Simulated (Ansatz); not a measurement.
GaAs:
Space group F-43m (No. 216); a = b = c = 5.6593 Å, α = β = γ = 90.00°

```
atom  site  symmetry       x       y       z
----  ----  --------  ------  ------  ------
Ga      4a      -43m  0.0000  0.0000  0.0000
As      4c      -43m  0.2500  0.2500  0.2500
```
(The calculation used a cell of 2 atoms; values per cell refer to that cell.)

Relaxed with PBEsol.

### Question
Give the optical modes at the zone centre with their infrared activity from DFPT, plane-wave PAW PBEsol (Ansatz code).

### Answer
Transverse frequencies, without the LO–TO term; a row sums one degenerate level.

| ω (cm⁻¹) | degeneracy | IR ((D/Å)²/amu) | activity | symmetry |
|---|---|---|---|---|
| 263 | 3 | 8.59 | IR | T2 |

### Question
How high does the top mode go among those that the LO–TO term moves?

### Answer
280 cm⁻¹ for q along x.

The cell was relaxed with PBEsol under the symmetry of its start.

Potentials: the earlier of the program's two PAW sets. The files were generated under PBE; for other functionals the program regenerates the frozen cores, and for LDA and PBEsol the local potential too.
